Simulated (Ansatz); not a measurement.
The relaxed structure here is a generated cell of Bi: the first start was made by a random draw of sites in a space group, and the end was not matched to a known phase here, so it may be hypothetical. Known forms of Bi include space group No. 166.

One stationary structure of Bi. Space group Im-3m (No. 229). Level of theory: r2SCAN (plane waves to 500 eV, PAW, scalar-relativistic; Ansatz, a quantum-chemistry and plane-wave program).

```cif
data_Bi3
_chemical_formula_sum 'Bi3'
_space_group_name_H-M_alt 'P 1'
_space_group_IT_number 1
_cell_length_a 5.39498
_cell_length_b 5.39498
_cell_length_c 5.39498
_cell_angle_alpha 109.471
_cell_angle_beta 109.471
_cell_angle_gamma 109.471
loop_
_space_group_symop_operation_xyz
  'x, y, z'
loop_
_atom_site_label
_atom_site_type_symbol
_atom_site_fract_x
_atom_site_fract_y
_atom_site_fract_z
_atom_site_occupancy
Bi1 Bi 0.00000 0.50000 0.50000 1
Bi2 Bi 0.50000 0.00000 0.50000 1
Bi3 Bi 0.50000 0.50000 0.00000 1
```

```json
{
  "volume_per_atom": "40.29 Å³",
  "band_gap": "zero (metallic)",
  "shortest_distances": "Bi–Bi 3.11 Å",
  "k-mesh": "11×11×11"
}
```

No spin polarisation in the result.

The run could not lose the symmetry of its start: the end is stationary, and may be a saddle point rather than a minimum.

All atoms sit on sites fixed by symmetry, so only the cell could relax.
